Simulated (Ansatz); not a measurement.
Question: Tc (hcp (Mg type), P6_3/mmc) is relaxed with PBE+D3(BJ) in the plane-wave PAW code Ansatz. What lattice parameters of the conventional cell result?

Answer: a = 2.730 Å, c = 4.368 Å.

Symmetry was held in the PBE+D3(BJ) relaxation. The run is not spin-polarised. The pairwise dispersion correction was not fitted to metals. Axis ratios of metals converge slowly with the k-mesh, so a and c are less sure than the volume.

Potentials: the later of the program's two PAW sets.
